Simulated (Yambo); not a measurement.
Optical response of ZnCl2

```
ZnCl2
1.0
    3.67858     0.00000     0.00000
    0.00000     3.67858     0.00000
    0.00000     0.00000    10.74748
Cl Zn
4 2
Cartesian
  1.83929   0.00000   1.36246
  1.83929   0.00000   6.73620
  0.00000   1.83929   4.01128
  0.00000   1.83929   9.38502
  0.00000   0.00000   0.00000
  1.83929   1.83929   5.37374
```

Yambo, RPA with local fields on PBEsol bands; 4×4×2 mesh, 119 bands, 3 Ry local-field block, 0.2 eV broadening; field along z.

```
E (eV)  Im ε   Re ε  Im ε, independent particles
------  ----  -----  ---------------------------
0.0     0.00   2.83                         0.00
0.5     0.01   2.84                         0.01
1.0     0.01   2.86                         0.02
1.5     0.02   2.89                         0.03
2.0     0.03   2.94                         0.04
2.5     0.04   3.02                         0.06
3.0     0.07   3.14                         0.10
3.5     0.19   3.37                         0.26
4.0     0.43   3.05                         0.56
4.5     0.22   3.45                         0.37
5.0     0.75   4.00                         1.38
5.5     1.36   3.13                         2.00
6.0     0.81   3.12                         1.40
6.5     1.11   3.41                         2.06
7.0     1.59   3.64                         3.33
7.5     1.56   3.20                         2.75
8.0     1.73   3.70                         4.74
8.5     2.81   3.44                         7.28
9.0     3.04   2.34                         4.55
9.5     2.19   2.50                         4.63
10.0    2.70   2.79                         4.97
10.5    3.68   1.78                         4.19
11.0    2.73   1.86                         3.67
11.5    3.95   1.21                         3.25
12.0    2.98  -0.02                         2.57
12.5    2.24   0.11                         2.16
13.0    2.30   0.07                         2.08
13.5    1.82  -0.08                         1.81
14.0    1.35  -0.23                         1.29
14.5    1.22   0.39                         1.60
15.0    1.44   0.26                         1.54
15.5    1.41   0.06                         1.21
16.0    0.91   0.09                         0.90
16.5    0.98   0.12                         0.89
17.0    0.76   0.28                         0.85
17.5    0.84   0.49                         0.93
18.0    0.83   0.34                         0.75
18.5    0.84   0.36                         0.62
19.0    0.64   0.38                         0.54
19.5    0.67   0.44                         0.57
20.0    0.57   0.47                         0.46
```

Peak heights and small wiggles depend on the k mesh. Convergence of the RPA response with its 4×4×2 mesh was not tested. No excitonic effects at this level.

Geometry relaxed with PBE+D3(BJ).
